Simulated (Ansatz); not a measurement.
# TaF3: clamped-ion strain scan

All numbers below come from DFT PBE, scalar-relativistic, plane waves, PAW in Ansatz. Settings: plane waves to 420 eV, k-mesh 12×12×12 (Γ-centred), Gaussian smearing 0.15 eV. Spin–orbit coupling is left out, which can shift energies with elements as heavy as these. No spin polarisation. Energies are free energies at this smearing, counted from the undisturbed cell; pressure is positive in compression.

Reference structure (as given, not relaxed at this level; it stands at 25.5 GPa, and it needn't be the usual structure):

```
Ta F
1.0
     3.90120    0.00000    0.00000
     0.00000    3.90120    0.00000
     0.00000    0.00000    3.90120
Ta F
1 3
Direct
  0.00000 0.00000 0.00000
  0.50000 0.00000 0.00000
  0.00000 0.50000 0.00000
  0.00000 0.00000 0.50000
```

The cell is strained by ε times the Voigt pattern (0, 0, 0, 0, 0, 1) (xx, yy, zz, yz, xz, xy; engineering shear) with fractional coordinates fixed. The cell is metallic on the mesh throughout. At 26 GPa the given cell is far from its own equilibrium, so these figures belong to a strongly strained crystal.

| ε | ΔE (meV/atom) |
| --- | --- |
| -0.1000 | -11.9 |
| -0.0500 | -3.2 |
| 0.0000 | 0.0 |
| 0.0125 | -0.2 |
| 0.0250 | -0.8 |
| 0.0375 | -1.8 |
| 0.0625 | -4.9 |
| 0.0750 | -6.9 |
| 0.0875 | -9.3 |

(1) Predict the pressure (GPa) at each point.

Answers

(1)
```tsv
ε	pressure (GPa)
-0.1000	24.9
-0.0500	25.4
0.0000	25.5
0.0125	25.5
0.0250	25.5
0.0375	25.5
0.0625	25.3
0.0750	25.2
0.0875	25.1
```